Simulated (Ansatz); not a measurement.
An Ansatz (a program for electronic structure) run. Input:

Ansatz 0.2 input:
```yaml
crystal:
  lattice:
    - [2.523221141, 0.0, 0.0]
    - [-1.2616105705, 2.1851736075, 0.0]
    - [0.0, 0.0, 4.1752000589]
  atoms:
    - { symbol: B, position: [0.6666666667, 0.3333333333, 0.9996972869] }
    - { symbol: B, position: [0.3333333333, 0.6666666667, 0.4996972869] }
    - { symbol: N, position: [0.6666666667, 0.3333333333, 0.6253027131] }
    - { symbol: N, position: [0.3333333333, 0.6666666667, 0.1253027131] }
kpoints:
  mp_grid: { grid: [12, 12, 7] }
hamiltonian:
  xc: lda
  pseudopotentials: { kind: paw }
scf:
  occupations: { method: fixed }
elastic: { mode: relaxed_ion, stencil: two_point, amplitude: 0.005, f_tol: 0.0005 }
output: { polarization: {} }
```

Output (shortened):

```
Pseudopotential: B, paw, valence charge 3
Pseudopotential: N, paw, valence charge 5
Functional definition: SPW92
Crystal: 4 atoms, lattice volume = 23.021 Å³
Basis set: ecut = 420 eV, 451 PW (Γ)
Bands: 12, of which v1, the nominal top of the filled ones, is band 8 counted from 1 (7 counted from 0)
Symmetry: 12 space group operations
Space group: P63mc (ITA 186), of the structure as read, at distance tolerance 2.8e-5 Å
k-points: 76 of 1008 (time reversal used)
SCF 1 converged in 8 iterations: F = -1052.865635 eV  dr2 = 2.43e-14
Crystal: 4 atoms, lattice volume = 22.906 Å³
Basis set: ecut = 420 eV, 435 PW (Γ)
Symmetry: 4 space group operations
k-points: 172 of 1008 (time reversal used)
SCF 2 converged in 8 iterations: F = -1052.863698 eV  dr2 = 5.77e-15
relax step   1: F+E_penalty+E_count = -1052.86369838 eV  Δ(F+E_penalty+E_count) = +0.000e0 eV  max|allowed force component| = 2.745e-2 eV/Å  Δτ_max = 0.0000 Å  (8 SCF iters, accepted)
Crystal: 4 atoms, lattice volume = 22.906 Å³
SCF 3 converged in 7 iterations: F = -1052.863718 eV  dr2 = 1.92e-14
relax step   2: F+E_penalty+E_count = -1052.86371811 eV  Δ(F+E_penalty+E_count) = -1.973e-5 eV  max|allowed force component| = 1.593e-2 eV/Å  Δτ_max = 0.0006 Å  (7 SCF iters, accepted)
Crystal: 4 atoms, lattice volume = 22.906 Å³
SCF 4 converged in 8 iterations: F = -1052.863730 eV  dr2 = 6.51e-16
relax step   3: F+E_penalty+E_count = -1052.86372975 eV  Δ(F+E_penalty+E_count) = -1.163e-5 eV  max|allowed force component| = 3.072e-4 eV/Å  Δτ_max = 0.0005 Å  (8 SCF iters, accepted)
Crystal: 4 atoms, lattice volume = 22.906 Å³
SCF 5 converged in 2 iterations: F = -1052.863730 eV  dr2 = 6.92e-17
Crystal: 4 atoms, lattice volume = 23.136 Å³
Basis set: ecut = 420 eV, 459 PW (Γ)
SCF 6 converged in 8 iterations: F = -1052.863803 eV  dr2 = 6.95e-15
relax step   1: F+E_penalty+E_count = -1052.86380329 eV  Δ(F+E_penalty+E_count) = +0.000e0 eV  max|allowed force component| = 2.561e-2 eV/Å  Δτ_max = 0.0000 Å  (8 SCF iters, accepted)
Crystal: 4 atoms, lattice volume = 23.136 Å³
SCF 7 converged in 7 iterations: F = -1052.863821 eV  dr2 = 6.17e-16
relax step   2: F+E_penalty+E_count = -1052.86382092 eV  Δ(F+E_penalty+E_count) = -1.763e-5 eV  max|allowed force component| = 1.464e-2 eV/Å  Δτ_max = 0.0006 Å  (7 SCF iters, accepted)
Crystal: 4 atoms, lattice volume = 23.136 Å³
SCF 8 converged in 7 iterations: F = -1052.863831 eV  dr2 = 2.69e-15
relax step   3: F+E_penalty+E_count = -1052.86383078 eV  Δ(F+E_penalty+E_count) = -9.859e-6 eV  max|allowed force component| = 2.600e-4 eV/Å  Δτ_max = 0.0005 Å  (7 SCF iters, accepted)
Crystal: 4 atoms, lattice volume = 23.136 Å³
SCF 9 converged in 2 iterations: F = -1052.863831 eV  dr2 = 3.17e-16
Crystal: 4 atoms, lattice volume = 22.906 Å³
SCF 10 converged in 7 iterations: F = -1052.863621 eV  dr2 = 8.57e-14
relax step   1: F+E_penalty+E_count = -1052.86362085 eV  Δ(F+E_penalty+E_count) = +0.000e0 eV  max|allowed force component| = 9.163e-3 eV/Å  Δτ_max = 0.0000 Å  (7 SCF iters, accepted)
Crystal: 4 atoms, lattice volume = 22.906 Å³
SCF 11 converged in 6 iterations: F = -1052.863623 eV  dr2 = 2.99e-15
relax step   2: F+E_penalty+E_count = -1052.86362276 eV  Δ(F+E_penalty+E_count) = -1.906e-6 eV  max|allowed force component| = 5.963e-3 eV/Å  Δτ_max = 0.0001 Å  (6 SCF iters, accepted)
Crystal: 4 atoms, lattice volume = 22.906 Å³
SCF 12 converged in 6 iterations: F = -1052.863624 eV  dr2 = 7.62e-15
relax step   3: F+E_penalty+E_count = -1052.86362416 eV  Δ(F+E_penalty+E_count) = -1.401e-6 eV  max|allowed force component| = 4.917e-6 eV/Å  Δτ_max = 0.0001 Å  (6 SCF iters, accepted)
Crystal: 4 atoms, lattice volume = 22.906 Å³
SCF 13 converged in 2 iterations: F = -1052.863624 eV  dr2 = 1.68e-15
Crystal: 4 atoms, lattice volume = 23.136 Å³
Basis set: ecut = 420 eV, 453 PW (Γ)
SCF 14 converged in 7 iterations: F = -1052.863669 eV  dr2 = 8.23e-14
relax step   1: F+E_penalty+E_count = -1052.86366875 eV  Δ(F+E_penalty+E_count) = +0.000e0 eV  max|allowed force component| = 3.409e-3 eV/Å  Δτ_max = 0.0000 Å  (7 SCF iters, accepted)
Crystal: 4 atoms, lattice volume = 23.136 Å³
SCF 15 converged in 5 iterations: F = -1052.863669 eV  dr2 = 7.58e-14
relax step   2: F+E_penalty+E_count = -1052.86366903 eV  Δ(F+E_penalty+E_count) = -2.742e-7 eV  max|allowed force component| = 2.252e-3 eV/Å  Δτ_max = 0.0000 Å  (5 SCF iters, accepted)
Crystal: 4 atoms, lattice volume = 23.136 Å³
SCF 16 converged in 6 iterations: F = -1052.863669 eV  dr2 = 5.77e-15
relax step   3: F+E_penalty+E_count = -1052.86366924 eV  Δ(F+E_penalty+E_count) = -2.122e-7 eV  max|allowed force component| = 5.917e-7 eV/Å  Δτ_max = 0.0000 Å  (6 SCF iters, accepted)
Crystal: 4 atoms, lattice volume = 23.136 Å³
SCF 17 converged in 2 iterations: F = -1052.863669 eV  dr2 = 6.78e-16
Crystal: 4 atoms, lattice volume = 23.021 Å³
Symmetry: 2 space group operations
k-points: 277 of 1008 (time reversal used)
SCF 18 converged in 9 iterations: F = -1052.864972 eV  dr2 = 6.81e-15
relax step   1: F+E_penalty+E_count = -1052.86497175 eV  Δ(F+E_penalty+E_count) = +0.000e0 eV  max|allowed force component| = 1.632e-2 eV/Å  Δτ_max = 0.0000 Å  (9 SCF iters, accepted)
Crystal: 4 atoms, lattice volume = 23.021 Å³
SCF 19 converged in 7 iterations: F = -1052.864977 eV  dr2 = 3.87e-14
relax step   2: F+E_penalty+E_count = -1052.86497737 eV  Δ(F+E_penalty+E_count) = -5.615e-6 eV  max|allowed force component| = 1.035e-2 eV/Å  Δτ_max = 0.0001 Å  (7 SCF iters, accepted)
Crystal: 4 atoms, lattice volume = 23.021 Å³
SCF 20 converged in 8 iterations: F = -1052.864981 eV  dr2 = 9.94e-16
relax step   3: F+E_penalty+E_count = -1052.86498120 eV  Δ(F+E_penalty+E_count) = -3.835e-6 eV  max|allowed force component| = 2.943e-5 eV/Å  Δτ_max = 0.0002 Å  (8 SCF iters, accepted)
Crystal: 4 atoms, lattice volume = 23.021 Å³
SCF 21 converged in 2 iterations: F = -1052.864981 eV  dr2 = 1.98e-16
Crystal: 4 atoms, lattice volume = 23.021 Å³
SCF 22 converged in 9 iterations: F = -1052.864972 eV  dr2 = 4.86e-15
relax step   1: F+E_penalty+E_count = -1052.86497175 eV  Δ(F+E_penalty+E_count) = +0.000e0 eV  max|allowed force component| = 1.632e-2 eV/Å  Δτ_max = 0.0000 Å  (9 SCF iters, accepted)
Crystal: 4 atoms, lattice volume = 23.021 Å³
SCF 23 converged in 7 iterations: F = -1052.864977 eV  dr2 = 3.53e-14
relax step   2: F+E_penalty+E_count = -1052.86497737 eV  Δ(F+E_penalty+E_count) = -5.615e-6 eV  max|allowed force component| = 1.035e-2 eV/Å  Δτ_max = 0.0001 Å  (7 SCF iters, accepted)
Crystal: 4 atoms, lattice volume = 23.021 Å³
SCF 24 converged in 8 iterations: F = -1052.864981 eV  dr2 = 9.53e-16
relax step   3: F+E_penalty+E_count = -1052.86498120 eV  Δ(F+E_penalty+E_count) = -3.835e-6 eV  max|allowed force component| = 2.943e-5 eV/Å  Δτ_max = 0.0002 Å  (8 SCF iters, accepted)
Crystal: 4 atoms, lattice volume = 23.021 Å³
SCF 25 converged in 2 iterations: F = -1052.864981 eV  dr2 = 1.88e-16
SCF converged after 8 iterations
Free energy (F): -1052.865635 eV
Harris-Foulkes:  -1052.865635 eV  (|F-HF|=0.00e0)
Internal energy: -1052.865635 eV  (E = F + TS)
E sigma→0 (E₀):  -1052.865635 eV
Fermi energy:    11.510950 eV
--- Per-component energies (eV) ---
  E_band       = 54.240396
  E_kinetic    = 373.562216
  E_local      = -349.957708  (includes V_loc(G=0)·N_el)
  E_nonlocal   = 117.567891
  E_hartree    = 96.766064
  E_xc         = -185.960444
  E_vxc        = -232.179872  (∫ρ·V_xc dr)
  E_paw        = -383.031772  (= ΣΔE_a)
  E_vpaw       = -48.284453  (= ΣTr[D̂ρ^β])
  E_aug_tail   = 0.000194  (compensation charges beyond the density's cutoff)
  E_ewald      = -722.063832
  E_core_change = 0.251757  (= ΣΔE_core)
  E_smearing   =  0.000000  (= −TS)
  E_closure    =  0.000000  (closes the sum)
  Σ components = -1052.865635   (vs F -1052.865635, Δ=0.00e0)
--- Forces (eV/Å), atoms counted from 1 ---
  atom   1  B      0.00000000     0.00000000    -0.00006342
  atom   2  B      0.00000000     0.00000000    -0.00006342
  atom   3  N      0.00000000     0.00000000     0.00006394
  atom   4  N      0.00000000     0.00000000     0.00006394
  max |Σ_I F_I| component: 1.03e-6 eV/Å
--- Stress (GPa, compression-positive) ---
       -0.010592       0.000000       0.000000
        0.000000      -0.010592       0.000000
        0.000000       0.000000      -0.023161
  P = ⅓ Tr σ = -0.0148 GPa (-0.148 kbar)
--- Band table (eV; the first three rows and the last of 76) ---
  k-point 0: bands = ["-9.0472", "-4.7105", "0.3146", "9.3235", "9.3235", "11.2167", "11.5109", "11.5109", "19.8670", "19.8670", "20.1452", "21.4337"]
  k-point 1: bands = ["-8.9220", "-5.1812", "1.0050", "9.4127", "9.4127", "10.5413", "11.3758", "11.3758", "20.0183", "20.0183", "20.4171", "21.4139"]
  k-point 2: bands = ["-8.5496", "-6.1408", "2.6117", "8.8776", "9.6696", "9.6696", "11.0164", "11.0164", "20.4447", "20.4447", "20.8643", "21.3574"]
  k-point 75: bands = ["-3.3554", "-3.3554", "2.6098", "2.6098", "3.0968", "3.9118", "8.2809", "8.2809", "20.5181", "21.1530", "21.1530", "22.6207"]
--- Elastic constants: 3 strain directions × 2 members + reference (group order 12) ---
  dense FFT box of the reference and of every strained cell: 18×18×30
  strains applied: 11, 33, 23; error gains …
  C = ∂σ_k/∂η_j (tension-positive GPa; Voigt order 11 22 33 23 13 12):
       986.734    146.319     64.442      0.000      0.000      0.000
       146.319    986.734     64.442      0.000      0.000      0.000
        64.221     64.221   1092.052      0.000      0.000      0.000
         0.000      0.000      0.000    345.396      0.000      0.000
         0.000      0.000      0.000      0.000    345.396      0.000
         0.000      0.000      0.000      0.000      0.000    420.207
  reference stress σ⁰ (GPa):      0.011      0.011      0.023      0.000      0.000      0.000
  moduli (Voigt/Reuss/Hill, GPa): K = 401.72/401.68/401.70   G = 408.24/399.65/403.94   E = 907.60   ν = 0.123
  mechanically stable: yes (min eigenvalue of sym C = 345.40 GPa)
  e, the proper piezoelectric tensor (elastic.mode: relaxed_ion; C/m²; rows x y z; Voigt order 11 22 33 23 13 12):
       0.00000    0.00000    0.00000    0.00000   -0.30018    0.00000
       0.00000    0.00000    0.00000   -0.30018    0.00000    0.00000
      -0.30429   -0.30429    0.89052    0.00000    0.00000    0.00000
  ±, each entry's uncertainty from the finite density of the strings (C/m²), an estimate: the size of the correction for it that the entry includes:
       0.00000    0.00000    0.00000    0.00000    0.00297    0.00000
       0.00000    0.00000    0.00000    0.00297    0.00000    0.00000
       0.00043    0.00043    0.00046    0.00000    0.00000    0.00000
  strain η (Voigt 11):  stress-route row diagonal C_11 = 986.73 GPa, energy-path curvature d²(F+E_count+ΔE)/dδ²/Ω₀ = 987.78 GPa
         δ    σ_11 (GPa)             F (eV)   n_scf  n_hpsi   n_pw
    -5.000e-3      -4.9985       -1052.8637297       2   19536    460   relax 3 steps, max|allowed force component| 3.07e-4 eV/Å
     5.000e-3       4.8688       -1052.8638308       2   19553    464   relax 3 steps, max|allowed force component| 2.60e-4 eV/Å
  strain η (Voigt 33):  stress-route row diagonal C_33 = 1092.05 GPa, energy-path curvature d²(F+E_count+ΔE)/dδ²/Ω₀ = 1091.42 GPa
         δ    σ_33 (GPa)             F (eV)   n_scf  n_hpsi   n_pw
    -5.000e-3      -5.5347       -1052.8636242       2    8625    460   relax 3 steps, max|allowed force component| 4.92e-6 eV/Å
     5.000e-3       5.3858       -1052.8636692       2    8652    465   relax 3 steps, max|allowed force component| 5.92e-7 eV/Å
  strain η (Voigt 23):  stress-route row diagonal C_44 = 345.40 GPa, energy-path curvature d²(F+E_count+ΔE)/dδ²/Ω₀ = 345.29 GPa
         δ    σ_23 (GPa)             F (eV)   n_scf  n_hpsi   n_pw
    -5.000e-3      -1.7270       -1052.8649812       2   31378    462   relax 3 steps, max|allowed force component| 2.94e-5 eV/Å
     5.000e-3       1.7270       -1052.8649812       2   31324    462   relax 3 steps, max|allowed force component| 2.94e-5 eV/Å
--- Formal polarisation (Berry phase): one branch of a lattice of values; only differences between neighbouring runs are physical ---
  axis  mesh            electronic          ionic      p = total  spread (rad)  least overlap  resolved gap  δp at fixed H ≤   (phases in cycles; p mod 1 …
  b1    12×12×7         0.00000000     8.00000000     8.00000000      0.000000         0.9642        8.2875           1.2e-6
  b2    12×12×7         0.00000000     8.00000000     8.00000000      0.000000         0.9642        8.2875           1.2e-6
  b3    12×12×7         0.00363859     8.25121085     8.25484945      0.129724         0.9597        8.2875           6.4e-7
  quantum along a1:   0.10960661 e/Å² =   175.609157 µC/cm²
  quantum along a2:   0.10960661 e/Å² =   175.609157 µC/cm²
  quantum along a3:   0.18136720 e/Å² =   290.582284 µC/cm²
  P = (  0.43842646,   0.75937690,   1.49715890) e/Å² = (  702.436627,  1216.655927,  2398.713003) µC/cm²  (mod the quanta)
```

Cost: very roughly 100 core-seconds on shared cores.

Space group P6_3mc (wurtzite). Symmetry was held in the LDA relaxation; phonons on a q-mesh show no instability.

Potentials: the later of the program's two PAW sets.

Ansatz is a plane-wave DFT program.
